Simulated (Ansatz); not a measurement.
Relaxed-ion elastic tensor of In₂O₃ (La2O3 or Ni2Al3 type, P-3m1) in GPa (Voigt order), LDA in the plane-wave PAW code Ansatz; density 7.74 g/cm³, 11.92 Å³ per atom.

```
  282    183    129   57.1    0.0    0.0
  183    282    129  -57.1    0.0    0.0
  129    129    159    0.0    0.0    0.0
 57.1  -57.1    0.0   67.2    0.0    0.0
  0.0    0.0    0.0    0.0   67.2   57.1
  0.0    0.0    0.0    0.0   57.1   49.6
```

**Question.** Is the crystal mechanically stable?

**Answer.** On the edge, within the error: the smallest eigenvalue of C is 0.6 GPa.

**Question.** Work out the Voigt and Reuss bounds. Is their mean of use?

**Answer.** K_V = 178, K_R = 152; G_V = 55.6, G_R = 1.5 GPa. The bounds lie so far apart that a Hill average or a Debye temperature from it would say little.

The start of the workflow was typed in or built on a structure type; neither database checked (COD, Materials Project) lists it. It is not the phase usual at ambient conditions (space group No. 206). The cell was relaxed with LDA under the symmetry of its start; of distortions, only those at the zone centre were tested. The volume moved by -27 % from the start of the relaxation. A crystal of weakly bound layers computed without a dispersion correction: the cell and the soft elastic constants depend strongly on that.

Potentials: the earlier of the program's two PAW sets.
